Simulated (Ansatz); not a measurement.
## H₇NF₄: a run for the field gradients

```yaml
crystal:
  lattice:
    - [3.8605, 2.2288607142, 4.0706666667]
    - [-3.8605, 2.2288607142, 4.0706666667]
    - [0.0, -4.4577214284, 4.0706666667]
  atoms:
    - { symbol: H, position: [0.0891703483, 0.8372978342, 0.990920828] }
    - { symbol: H, position: [0.990920828, 0.0891703483, 0.8372978342] }
    - { symbol: H, position: [0.8372978342, 0.990920828, 0.0891703483] }
    - { symbol: H, position: [0.490920828, 0.3372978342, 0.5891703483] }
    - { symbol: H, position: [0.3372978342, 0.5891703483, 0.490920828] }
    - { symbol: H, position: [0.5891703483, 0.490920828, 0.3372978342] }
    - { symbol: H, position: [0.4356166656, 0.0687235416, 0.2478092382] }
    - { symbol: H, position: [0.2478092382, 0.4356166656, 0.0687235416] }
    - { symbol: H, position: [0.0687235416, 0.2478092382, 0.4356166656] }
    - { symbol: H, position: [0.7478092382, 0.5687235416, 0.9356166656] }
    - { symbol: H, position: [0.5687235416, 0.9356166656, 0.7478092382] }
    - { symbol: H, position: [0.9356166656, 0.7478092382, 0.5687235416] }
    - { symbol: H, position: [0.0844277649, 0.0844277649, 0.0844277649] }
    - { symbol: H, position: [0.5844277649, 0.5844277649, 0.5844277649] }
    - { symbol: "N", position: [-0.0001498308, -0.0001498308, -0.0001498308] }
    - { symbol: "N", position: [0.4998501692, 0.4998501692, 0.4998501692] }
    - { symbol: F, position: [0.5713082068, 0.9494547383, 0.2596872407] }
    - { symbol: F, position: [0.2596872407, 0.5713082068, 0.9494547383] }
    - { symbol: F, position: [0.9494547383, 0.2596872407, 0.5713082068] }
    - { symbol: F, position: [0.7596872407, 0.4494547383, 0.0713082068] }
    - { symbol: F, position: [0.4494547383, 0.0713082068, 0.7596872407] }
    - { symbol: F, position: [0.0713082068, 0.7596872407, 0.4494547383] }
    - { symbol: F, position: [0.2362334242, 0.2362334242, 0.2362334242] }
    - { symbol: F, position: [0.7362334242, 0.7362334242, 0.7362334242] }
kpoints:
  mp_grid: { grid: [3, 3, 3] }
scf:
  occupations: { method: fermi_dirac, width: 0.02 }
  max_iter: 100
hamiltonian:
  xc: gga
  pseudopotentials: { kind: paw }
output:
  forces: true
  stress: true
  populations: true
  efg:
    quadrupole_moments_barn: { H: 0.00285783, "N": 0.02044 }
    contact_densities: true
```

```sh
ansatz run input.yaml --threads 1 --pin off --max-ram 3072MiB --backend cpu --events-out ev --progress --plain --runs-dir out
```

Question: Does this calculation finish, and if not, why?

Answer: The program refused the input. The input holds an unknown functional. The program says:

```
Error: YAML parse error: error: line 37 column 7: hamiltonian.xc: unknown variant `gga`, expected one of `lda`, `lda-pw`, `pw92`, `pbe`, `pbesol`, `rpbe`, `revpbe`, `blyp`, `pbe0`, `revpbe0`, `b3lyp`, `b3lyp5`, `hse06`, `wpbeh`, `hiss`, `lc_wpbe`, `cam_b3lyp`, `hf`, `r2scan`, `r2scanh`, `r2scan0`, `r2scan50`, `mr2scan`
  --> <input>:37:7
   |
35 |   max_iter: 100
36 | hamiltonian:
37 |   xc: gga
   |       ^ hamiltonian.xc: unknown variant `gga`, expected one of `lda`, `lda-pw`, `pw92`, `pbe`, `pbesol`, `rpbe`, `revpbe`, `blyp`, `pbe0`, `revpbe0`, `b3lyp`, `b3lyp5`, `hse06`, `wpbeh`, `hiss`, `lc_wpbe`, `cam_b3lyp`, `hf`, `r2scan`, `r2scanh`, `r2scan0`, `r2scan50`, `mr2scan`
38 |   pseudopotentials: { kind: paw }
39 | output:
   |
```

Against a sound input the change was `hamiltonian.xc`: pbe → gga; `scf.max_iter`: not typed → 100.

With the sound settings the run converges and gives V_zz (10²¹ V/m²) H1 2.77 (η 0.00), H7 2.42 (η 0.01), H13 2.89 (η 0.00), N 0.15 (η 0.00), F17 18.40 (η 0.12), F23 -5.46 (η 0.00); a site carries the number of its first atom in the input. These hold for the positions as typed, which a relaxation reached. The lattice is static: at room temperature ammonium may turn and average the couplings of its hydrogen.
